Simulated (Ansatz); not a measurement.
# La₂CuSi₃: computed property card

La$_{2}$CuSi$_{3}$:
```yaml
crystal:
  lattice:
    - [4.13173, 0.00000, 0.00000]
    - [-2.06586, 3.57818, 0.00000]
    - [0.00000, 0.00000, 8.71813]
  atoms:
    - { symbol: La, position: [0.33333, 0.66667, 0.24674] }
    - { symbol: La, position: [0.33333, 0.66667, 0.75326] }
    - { symbol: Si, position: [0.66667, 0.33333, 0.50000] }
    - { symbol: Si, position: [0.00000, 0.00000, 0.00000] }
    - { symbol: Si, position: [0.00000, 0.00000, 0.50000] }
    - { symbol: Cu, position: [0.66667, 0.33333, 0.00000] }
```

Space group P-6m2 (No. 187); conventional cell a = 4.132 Å, b = 4.132 Å, c = 8.718 Å, α = 90.00°, β = 90.00°, γ = 120.00°.

Method: DFT-r²SCAN in the program Ansatz with PAW potentials. The cell and atoms are relaxed at this level. Other levels are named where they apply.

### Cell and energy

```yaml
volume_per_atom: 21.48 Å³
density: 5.48 g/cm³
Formation energy from the elements (no fitted shifts): -0.71 eV/atom
```

### Electronic structure

```yaml
electronic_character: metallic (no gap)
Density of states at the Fermi level: 0.50 states/eV per atom (mean over ±0.08 eV)
```

The first step of the workflow began from a Materials Project structure, measured or hypothetical; the Crystallography Open Database copy checked does not list it. With Si and Cu taken as one species the cell has the higher symmetry P6/mmm, so it may be an ordered model of a mixed-site phase. Its standing as an ambient phase is unchecked. The r²SCAN relaxation kept the symmetry of its start; whether a distortion lowers the energy is not shown. No spin polarisation was allowed. The references are the lowest solids computed at this level, not always the standard phases. Spin–orbit coupling is left out wherever it is not named.

Potentials: the earlier of the program's two PAW sets.
